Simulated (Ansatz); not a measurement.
YSi$_{2}$Ni$_{2}$:
```yaml
crystal:
  lattice:
    - [-1.97488, 1.97488, 4.74167]
    - [1.97488, -1.97488, 4.74167]
    - [1.97488, 1.97488, -4.74167]
  atoms:
    - { symbol: Y, position: [0.00000, 0.00000, 0.00000] }
    - { symbol: Si, position: [0.62832, 0.62832, 0.00000] }
    - { symbol: Si, position: [0.37168, 0.37168, 0.00000] }
    - { symbol: Ni, position: [0.25000, 0.75000, 0.50000] }
    - { symbol: Ni, position: [0.75000, 0.25000, 0.50000] }
```

Relaxed with r²SCAN. Special points in fractions of this cell's reciprocal vectors: Γ (0.000, 0.000, 0.000); X (0.000, 0.000, 0.500); P (0.250, 0.250, 0.250); N (0.000, 0.500, 0.000); M (0.500, 0.500, -0.500); S (0.293, 0.707, -0.293); S0 (-0.293, 0.293, 0.293); R (-0.087, 0.087, 0.500); G (0.500, 0.500, -0.087).

Question: List the band energies nearest the Fermi level at these points for DFT-r²SCAN in the program Ansatz with PAW potentials.

Answer: In eV from the Fermi level; about four levels below and three above (degenerate sets whole), none deeper than 8.9 eV; points with the same levels are listed once.

| k | below | above |
|---|---|---|
| Γ | -1.35 -1.35 -0.87 -0.43 | 1.90 1.90 3.31 |
| X | -1.64 -1.43 -0.55 -0.46 | 3.48 4.44 4.74 |
| P | -1.57 -1.57 -0.49 -0.49 | 2.73 4.86 5.23 |
| N | -2.21 -1.85 -1.43 -0.20 | 1.50 1.56 2.54 |
| M | -1.51 -0.98 -0.98 -0.87 | 0.51 0.55 3.12 |
| S | -2.08 -2.08 -0.19 -0.11 | 0.13 2.34 2.53 |
| R | -1.44 -0.97 -0.54 -0.24 | 3.35 4.15 4.39 |

Space group I4/mmm. The workflow started from a Materials Project entry (that database holds measured and hypothetical structures alike); the Crystallography Open Database files this formula in space group No. 139, but the cells were not matched. Its standing as an ambient phase is unchecked. The cell was relaxed with r²SCAN under the symmetry of its start; whether a distortion lowers the energy is not shown. No spin polarisation was allowed. Spin–orbit coupling is left out wherever it is not named.

Potentials: the later of the program's two PAW sets.
